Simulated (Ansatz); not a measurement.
Structure search: one Se candidate

Method: DFT PBE+D3(BJ), scalar-relativistic, plane waves, PAW in Ansatz. Cutoff 420 eV, Gaussian smearing, Γ-centred meshes. In-plane cell and atoms relax first on a coarse mesh and then on a finer one. In metals the finer mesh still leaves noise of several meV/atom or more. The steps can't lower the symmetry of their start. No spin polarisation.

Recipe of this trial structure of Se: graphite sheets as a bilayer (elements of the layers in order: Se (C type), Se (C type)). Lengths were set from tabulated atomic sizes, so they are only a guess.

Only a and b repeat, and vacuum parts the sheet from its images along c.

```
Se
1.0
     3.87798    0.00000    0.00000
    -1.93899    3.35843    0.00000
     0.00000    0.00000   18.00000
Se
4
Direct
  0.33333 0.66667 0.39322
  0.66667 0.33333 0.39792
  0.00000 0.00000 0.60208
  0.66667 0.33333 0.60678
```

Energies count from the standard state of Se at the same level.

Question: What does it relax into?

Answer: The symmetry stays p3m1 (No. 69). The area per atom grows by 23.0 %, from 3.3 to 4.0 Å². The shortest distance goes from 2.24 Å (Se–Se) to 2.57 Å (Se–Se). The energy falls by about 0.98 eV/atom (the start's value is from the coarse mesh). The program sets the height of the box itself, so the height of the cell differs between start and end. In-plane cell: a = 4.301 Å, b = 4.301 Å, γ = 120.0°, thickness 4.43 Å between the outermost nuclei. Se at height 0.00 Å has 3 Se at 2.57 Å; Se at height 0.65 Å has 3 Se at 2.57 Å; Se at height 3.75 Å has 3 Se at 2.57 Å; Se at height 4.43 Å has 3 Se at 2.57 Å.

```
CELL_PARAMETERS angstrom
4.30129 0.00000 0.00000
-2.15064 3.72502 0.00000
0.00000 0.00000 32.79993
ATOMIC_POSITIONS crystal
Se 0.33333 0.66667 0.20709
Se 0.66667 0.33333 0.22678
Se 0.00000 0.00000 0.32149
Se 0.66667 0.33333 0.34220
```

Question: Give its energy and gap.

Answer: The energy over the standard state is +0.43 eV/atom and the gap on the 12×12×1 mesh of the 4-atom cell is 0 eV (a metal).

So it is a metastable form at best.

The last run used Gaussian smearing of 0.10 eV. Symmetry constrained the relaxation, so the result can be a saddle point.
